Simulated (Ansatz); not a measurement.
Input file for Ansatz (an electronic-structure program):

Ansatz 0.2 input:
```yaml
crystal:
  lattice:
    - [2.7847307607, 1.6077650543, 4.4695668297]
    - [-2.7847307607, 1.6077650543, 4.4695668297]
    - [0.0, -3.2155301087, 4.4695668297]
  atoms:
    - { symbol: Bi, position: [0.2719999978, 0.2719999978, 0.2719999978], spin: 0.0 }
    - { symbol: Bi, position: [0.7280000022, 0.7280000022, 0.7280000022], spin: 0.0 }
    - { symbol: Fe, position: [0.0, 0.0, 0.0], spin: 3.72 }
    - { symbol: Fe, position: [0.5, 0.5, 0.5], spin: -3.7 }
    - { symbol: O, position: [0.826859788, 0.6708281305, 0.2743823131], spin: 0.0 }
    - { symbol: O, position: [0.2743823131, 0.826859788, 0.6708281305], spin: 0.0 }
    - { symbol: O, position: [0.6708281305, 0.2743823131, 0.826859788], spin: 0.0 }
    - { symbol: O, position: [0.173140212, 0.3291718695, 0.7256176869], spin: 0.0 }
    - { symbol: O, position: [0.7256176869, 0.173140212, 0.3291718695], spin: 0.0 }
    - { symbol: O, position: [0.3291718695, 0.7256176869, 0.173140212], spin: 0.0 }
kpoints:
  mp_grid: { grid: [5, 5, 5] }
basis: { xc_grid: 2 }
hamiltonian:
  xc: pbesol
  pseudopotentials: { azcp: { folder: ./paw }, kind: paw }
magnetization: { spin_polarized: true }
scf:
  occupations: { method: gaussian, width: 0.02 }
output:
  optics: { e_range: [0.0, 15.0], de: 0.05, sigma: 0.1, bands: { spectra_wanted_up_to: 12 eV } }
```

Output (shortened):

```
output.optics: the spectra are integrated over the Brillouin zone by k·p interpolation around the k-points, where levels, occupations, output.optics.sigma and …
Pseudopotential: Bi, paw, valence charge 15
Pseudopotential: Fe, paw, valence charge 16
Pseudopotential: O, paw, valence charge 6
Functional definition: PBEsol
Crystal: 10 atoms, lattice volume = 120.067 Å³
Basis set: ecut = 420 eV, 2367 PW (Γ), exchange–correlation on 80×80×80 points (8 copies of the dense FFT grid, shifted against one another)
Bands: 64, of which v1, the nominal top of the filled ones, is band 49 counted from 1 (48 counted from 0)
Symmetry: 6 space group operations
Space group: R-3 (ITA 148), of the structure as read, at distance tolerance 4.9e-5 Å
k-points: 23 of 125
Starting moments: Σ|m| = 7.42 μB on 2 of 10 sites
SCF iter   1: F=—  HF=-36748.255832 eV  |F-HF|=—  |Δ(HF+E_count)|=         —  Δρ=4.46e-2 (↑4.46e-2 ↓4.44e-2)  dr2=7.81e0  dr2_m=4.38e-1  M=0.000 μB ∫|m|=7.202 μB  β_m=0.30  ethr=3.10e-3  ⟨swp⟩=6.0  Hψ=10716  notcnv=0  defer=34
Mixer restart at iter 1: flushing history
preconditioner: auto → Resta (q_TF=auto, 2.637 Å⁻¹)
spin=Collinear: Resta preconditioning applied to the charge; magnetization (m = ρ↑ − ρ↓) channel mixes plain (no charge-response kernel on spin).
SCF iter   2: F=—  HF=-36748.707734 eV  |F-HF|=—  |Δ(HF+E_count)|=   4.52e-1  Δρ=2.90e-2 (↑2.82e-2 ↓2.90e-2)  dr2=1.70e0  dr2_m=5.54e-1  M=0.000 μB ∫|m|=7.705 μB  β_m=0.40  ethr=3.10e-3  ⟨swp⟩=2.8  Hψ=5768  notcnv=0  defer=439
SCF iter   3: F=—  HF=-36748.630137 eV  |F-HF|=—  |Δ(HF+E_count)|=   7.76e-2  Δρ=1.52e-2 (↑1.52e-2 ↓1.45e-2)  dr2=5.78e-1  dr2_m=1.16e-1  M=0.000 μB ∫|m|=7.728 μB  β_m=0.51  ethr=1.73e-3  ⟨swp⟩=2.0  Hψ=3472  notcnv=0  defer=442
SCF iter   4: F=—  HF=-36748.604251 eV  |F-HF|=—  |Δ(HF+E_count)|=   2.59e-2  Δρ=3.89e-3 (↑3.09e-3 ↓3.89e-3)  dr2=3.83e-2  dr2_m=2.97e-3  M=0.000 μB ∫|m|=7.887 μB  β_m=0.62  ethr=5.90e-4  ⟨swp⟩=3.1  Hψ=4804  notcnv=0  defer=418
SCF iter   5: F=—  HF=-36748.615214 eV  |F-HF|=—  |Δ(HF+E_count)|=   1.10e-2  Δρ=2.86e-3 (↑2.86e-3 ↓2.17e-3)  dr2=2.29e-2  dr2_m=9.45e-4  M=0.000 μB ∫|m|=7.936 μB  β_m=0.66  ethr=3.90e-5  ⟨swp⟩=2.7  Hψ=4443  notcnv=0  defer=395
SCF iter   6: F=—  HF=-36748.620381 eV  |F-HF|=—  |Δ(HF+E_count)|=   5.17e-3  Δρ=1.91e-3 (↑9.98e-4 ↓1.91e-3)  dr2=8.57e-3  dr2_m=6.73e-4  M=0.000 μB ∫|m|=7.947 μB  β_m=0.61  ethr=2.34e-5  ⟨swp⟩=2.2  Hψ=5381  notcnv=0  defer=395
SCF iter   7: F=—  HF=-36748.620035 eV  |F-HF|=—  |Δ(HF+E_count)|=   3.46e-4  Δρ=6.36e-4 (↑6.36e-4 ↓4.17e-4)  dr2=6.74e-4  dr2_m=2.00e-4  M=0.000 μB ∫|m|=7.942 μB  β_m=0.76  ethr=8.75e-6  ⟨swp⟩=2.0  Hψ=5338  notcnv=0  defer=395
SCF iter   8: F=—  HF=-36748.620052 eV  |F-HF|=—  |Δ(HF+E_count)|=   1.75e-5  Δρ=1.68e-4 (↑1.54e-4 ↓1.68e-4)  dr2=6.69e-5  dr2_m=1.07e-5  M=0.000 μB ∫|m|=7.933 μB  β_m=0.86  ethr=6.88e-7  ⟨swp⟩=2.0  Hψ=4219  notcnv=0  defer=395
SCF iter  16: F=-36748.620060 eV  HF=-36748.620060 eV  |F-HF|=2.18e-11  |Δ(HF+E_count)|=  1.46e-11  Δρ=4.10e-8 (↑4.10e-8 ↓2.99e-8)  dr2=6.28e-12  dr2_m=2.20e-13  M=0.000 μB ∫|m|=7.935 μB  ethr=1.00e-12  ⟨swp⟩=9.0  Hψ=10845  notcnv=0
SCF 1 converged in 16 iterations: F = -36748.620060 eV  dr2 = 6.28e-12
NSCF: frozen V_eff on 23 k-points
Optics k sum: 0 of 23 k-points
Optics k sum: 2 of 23 k-points
Optics k sum: 3 of 23 k-points
Optics k sum: 4 of 23 k-points
Optics k sum: 5 of 23 k-points
Optics k sum: 6 of 23 k-points
Optics k sum: 7 of 23 k-points
Optics k sum: 9 of 23 k-points
Optics k sum: 10 of 23 k-points
Optics k sum: 11 of 23 k-points
Optics k sum: 12 of 23 k-points
Optics k sum: 13 of 23 k-points
Optics k sum: 14 of 23 k-points
Optics k sum: 15 of 23 k-points
Optics k sum: 17 of 23 k-points
Optics k sum: 18 of 23 k-points
Optics k sum: 19 of 23 k-points
Optics k sum: 20 of 23 k-points
Optics k sum: 21 of 23 k-points
Optics k sum: 22 of 23 k-points
Optics k sum: 23 of 23 k-points
Optics k sum: 0 of 23 k-points
Optics k sum: 2 of 23 k-points
Optics k sum: 3 of 23 k-points
Optics k sum: 4 of 23 k-points
Optics k sum: 5 of 23 k-points
Optics k sum: 6 of 23 k-points
Optics k sum: 7 of 23 k-points
Optics k sum: 9 of 23 k-points
Optics k sum: 10 of 23 k-points
Optics k sum: 11 of 23 k-points
Optics k sum: 12 of 23 k-points
Optics k sum: 13 of 23 k-points
Optics k sum: 14 of 23 k-points
Optics k sum: 15 of 23 k-points
Optics k sum: 17 of 23 k-points
Optics k sum: 18 of 23 k-points
Optics k sum: 19 of 23 k-points
Optics k sum: 20 of 23 k-points
Optics k sum: 21 of 23 k-points
Optics k sum: 22 of 23 k-points
Optics k sum: 23 of 23 k-points
output.optics treated this state as an insulator …
output.optics: what the bands over the 88 summed would add to eps1, eps2 and the energy-loss function is held between a lower and an upper bound (9 Lanczos …
SCF converged after 16 iterations
Magnetization: 0.0000 μB (49.0000 up, 49.0000 down)
Absolute magnetization: 7.9412 μB (∫|ρ↑−ρ↓|, with the PAW one-centre terms)
Spin contamination: 4.3389 ħ² per cell (⟨S²⟩ above its minimum at these occupations)
Per-site moments (μB) at R_I (Å): [(0.0012738775747561687, 0.9734345767927159), (0.0012738775747560605, 0.973434576792716), (3.5230775874264375, 0.8334491823009105), (-3.50878313217422, 0.82449805982114), (-0.0029815222788610912, 0.8244980598211403), …
Free energy (F): -36748.620060 eV
Harris-Foulkes:  -36748.620060 eV  (|F-HF|=2.18e-11)
Internal energy: -36748.620060 eV  (E = F + TS)
E sigma→0 (E₀):  -36748.620060 eV
Fermi energy:    12.585313 eV
--- Per-component energies (eV) ---
  E_band       = -680.503720
  E_kinetic    = 2150.618688
  E_local      = -9437.414440  (includes V_loc(G=0)·N_el)
  E_nonlocal   = 1725.641686
  E_hartree    = 3721.128121
  E_xc         = -944.449112
  E_vxc        = -1088.527823  (∫ρ·V_xc dr)
  E_paw        = -24648.215767  (= ΣΔE_a)
  E_vpaw       = -1473.080605  (= ΣTr[D̂ρ^β])
  E_aug_tail   = 0.002478  (compensation charges beyond the density's cutoff)
  E_ewald      = -9316.681433
  E_core_change = 0.749720  (= ΣΔE_core)
  E_smearing   =  0.000000  (= −TS)
  E_closure    = 0.000000  (closes the sum)
  Σ components = -36748.620060   (vs F -36748.620060, Δ=0.00e0)
  [band-id]    e_kinetic+e_local+e_nonlocal+2·e_hartree+e_vxc+e_vpaw+e_augmentation_tail = -680.503776   (vs E_band -680.503720, Δ=-5.64e-5)
--- Band table (eV; the first three rows and the last of 46) ---
  k-point 0 ↑: bands = ["-77.6456", "-73.2758", "-43.8703", "-43.7422", "-43.7422", "-39.5550", "-39.5072", "-39.5072", "-10.7878", "-10.7817", "-10.7817", "-10.7643", "-10.7643", "-10.6969", "-10.6442", "-10.6442", "-10.6226", "-10.6226", "-7.4510", …
  k-point 1 ↑: bands = ["-77.6456", "-73.2758", "-43.8703", "-43.7422", "-43.7422", "-39.5550", "-39.5072", "-39.5072", "-10.7871", "-10.7787", "-10.7766", "-10.7521", "-10.7439", "-10.6973", "-10.6535", "-10.6503", "-10.6314", "-10.6262", "-7.2912", …
  k-point 2 ↑: bands = ["-77.6456", "-73.2758", "-43.8703", "-43.7422", "-43.7422", "-39.5550", "-39.5072", "-39.5072", "-10.7779", "-10.7711", "-10.7674", "-10.7345", "-10.7057", "-10.6930", "-10.6743", "-10.6643", "-10.6534", "-10.6347", "-6.8606", …
  k-point 22 ↓: bands = ["-77.6782", "-73.2502", "-43.8552", "-43.7990", "-43.7990", "-39.5422", "-39.4713", "-39.4713", "-10.7750", "-10.7681", "-10.7613", "-10.7386", "-10.7321", "-10.7005", "-10.6567", "-10.6537", "-10.6417", "-10.6363", "-6.8125", …
```

Cost: about 7 core-minutes (a rough figure) on shared cores.

The start of the workflow was typed in or built on a structure type; neither database checked (COD, Materials Project) lists it. It is not the phase usual at ambient conditions (space group No. 161). The cell was relaxed with PBEsol under the symmetry of its start, as lowered by the spin order; its stability against distortions is not shown here. Magnetic state: antiferromagnetic, chosen from 5 collinear starts compared on coarse meshes (ties went to the first, and starts can fall back to one state), not a proven ground state. No Hubbard U is applied. Point labels and valley counts follow the cell and symmetry of the run, lower than the named group. Spin–orbit coupling is left out wherever it is not named.

Potentials: the earlier of the program's two PAW sets. The files were generated under PBE; for other functionals the program regenerates the frozen cores, and for LDA and PBEsol the local potential too.

Ansatz is a plane-wave DFT program.
